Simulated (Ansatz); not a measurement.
Consider the following.

Relaxed CdS (zinc blende):

```yaml
crystal:
  lattice:
    - [0.00000, 5.92662, 5.92662]
    - [2.96331, 0.00000, 2.96331]
    - [2.96331, 2.96331, 0.00000]
  atoms:
    - { symbol: S, position: [0.37500, 0.75000, 0.75000] }
    - { symbol: S, position: [0.87500, 0.75000, 0.75000] }
    - { symbol: Cd, position: [0.00000, 0.00000, 0.00000] }
    - { symbol: Cd, position: [0.50000, 0.00000, 0.00000] }
```

In this cell atom 2 (S, nearest neighbour Cd at 2.566 Å; its periodic images, 4.2 Å or more away, move with it) is moved by s along Cartesian [111], unit vector (0.577, 0.577, 0.577); all other atoms and the cell stay fixed.

All values below come from PBE (plane waves to 420 eV, PAW, scalar-relativistic; Ansatz, a first-principles code). k mesh 4×8×8 (Γ-centred), Fermi-Dirac smearing 0.05 eV. Energies are smeared free energies. CdS was relaxed with its symmetry unable to fall. ΔE is measured from the undisplaced structure.

The scan covers s from -0.260 to 0.260 Å in 11 points.

### Question
Is the energy the same for displacements of ±0.260 Å, and if not, which side lies higher?

### Answer
Not even: the positive side lies higher at ±0.260 Å. With its periodic images moving along, the atom's site symmetry in this cell is 3m.

### Question
What is the energy change at s = 0.260 Å?

### Answer
244.8 meV/cell.

### Question
What force acts on the atom along the line at s = -0.260 Å?

### Answer
0.785 eV/Å.

### Question
What is the force constant k = d²E/ds² of this move at s = 0?

### Answer
5.08 eV/Å².

(A displaced cell: forces are minus the slopes of the energy, force constants its curvatures, and phonons follow from these.)
